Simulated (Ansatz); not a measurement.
A geometry of VBiO₄ away from equilibrium: the start of the relaxation of a generated trial cell of VBiO4 in the AFLOW prototype ABC4_mP12_13_e_a_2g (E1_b, as in AgTe4Au). The numbers are results of PBE (plane waves to 420 eV, PAW, scalar-relativistic; Ansatz, a program for electronic structure), not measurements. Γ-centred k-mesh 4×6×3 on the run's cell (coarser than for final values), Fermi–Dirac smearing 0.05 eV.

```xyz
12
Lattice="6.7940 0.0000 0.0000 0.0000 3.4321 0.0000 -4.4123 0.0000 6.4329" Properties=species:S:1:pos:R:3 pbc="T T T"
V      2.2939     1.7785     1.6082
V      0.0878     1.6536     4.8247
O      1.6733     0.0954     4.5140
O     -1.4977     0.0954     5.1354
O      0.7084     3.3367     1.9189
O      3.8794     3.3367     1.2975
O     -2.9132     1.3883     6.1402
O      3.0887     1.3883     3.5092
O      5.2949     2.0438     0.2927
O     -0.7071     2.0438     2.9238
Bi     0.0000     0.0000     0.0000
Bi    -2.2061     0.0000     3.2165
```
Spin-polarised start, with parallel moments on V.

Task: Predict the force on each atom, in eV/Å.

Result: 
```csv
atom,Fx,Fy,Fz
V1,0.00,-0.67,0.00
V2,0.00,0.67,0.00
O3,-3.72,-0.54,0.29
O4,3.72,-0.54,-0.29
O5,3.72,0.54,-0.29
O6,-3.72,0.54,0.29
O7,0.07,3.28,2.59
O8,-0.07,3.28,-2.59
O9,-0.07,-3.28,-2.59
O10,0.07,-3.28,2.59
Bi11,0.00,0.00,0.00
Bi12,0.00,0.00,0.00
```

Task: What is the pressure?

Result: +1.1 GPa, compression positive.

Task: How far above the relaxed end point is this geometry?

Result: 1.17 eV/atom; the path ends in P2/c (No. 13).

No spin polarisation in the result: the starting moments vanished. The d or f electrons are treated with no Hubbard U.

The run could not lose the symmetry of its start: the end is stationary, and may be a saddle point rather than a minimum.

The end of the path is a generated cell of VBiO4: the first start was made by placing the elements on the sites of a structure type, and the end was not matched to a known phase here, so it may be hypothetical. Known forms of VBiO4 include space group No. 88.
